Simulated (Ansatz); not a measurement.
## Squeezing Pd (fcc type)

```
Pd
1.0
     0.00000    1.92059    1.92059
     1.92059    0.00000    1.92059
     1.92059    1.92059    0.00000
Pd
1
Direct
  0.00000 0.00000 0.00000
```

The cell comes from a relaxation on PAW files under the same functional.

Its volume is scaled at fixed shape and fractional positions.

All numbers are LDA results (scalar-relativistic) from Ansatz 0.2.0, with a Γ-centred 19×19×19 k mesh, Fermi–Dirac smearing of 0.08 eV, no spin polarisation. Methods: LAPW: all electrons, basis error target 1 meV/atom; PAW: frozen-core files, cutoff 420 eV; crystal datasets: all electrons, by PAW datasets that the program makes for each cell; norm-conserving: pseudopotentials, cutoff 1116 eV; PAW (cutoff 300 eV): frozen-core files, cutoff 300 eV.

Energies are extrapolated to zero smearing and count from the unscaled cell; pressure is positive in compression; gaps take the mesh and a band path. No temperature or zero-point motion is included.

The PAW files were made under PBE.

```csv
V/V0,V (Å³/atom),P LAPW (GPa),ΔE LAPW (eV/atom),P PAW − LAPW (GPa),ΔE PAW − LAPW (meV/atom)
1.00,14.17,-0.02,0.000,0.01,0.0
0.94,13.32,16.51,0.040,-0.01,0.0
0.88,12.47,40.6,0.186,-0.06,-0.2
0.80,11.34,91.1,0.635,-0.19,-1.1
0.72,10.20,175.7,1.550,-0.40,-3.1
0.64,9.07,320.8,3.257,-0.62,-6.8
0.55,7.79,?,?,?,?
0.45,6.38,1335,15.095,0.88,-14.6
```

Q: Fit the Vinet equation to the LAPW pressures shown (residuals weighted by 1/(|P| + 0.03·Pmax)), and predict the pressure of the withheld row.

A: The fit gives V0 = 14.17 Å³/atom, B0 = 221 GPa and B0′ = 5.61. At 7.79 Å³/atom, x = (V/V0)^(1/3) = 0.8192, and P = 3·B0·(1 − x)/x²·exp[1.5·(B0′ − 1)·(1 − x)] = 624.6 GPa. The run itself gave 622.4 GPa (+0.4 % off) and ΔE = 6.876 eV/atom.

Q: At the smallest volume, how far do crystal datasets and norm-conserving and PAW (cutoff 300 eV) lie from LAPW in pressure?

A: crystal datasets: 0.00 GPa; norm-conserving: +17.39 GPa; PAW (cutoff 300 eV): -5.24 GPa, on a LAPW pressure of 1335 GPa.

Q: How do the Löwdin populations by LAPW change from the unscaled cell to the last row?

A: Pd 4d 9.36 → 9.46 electrons an atom. These are projections on the shells that the free atoms fill; 0.64 e a cell lies outside them at the start and 0.55 e at the end.
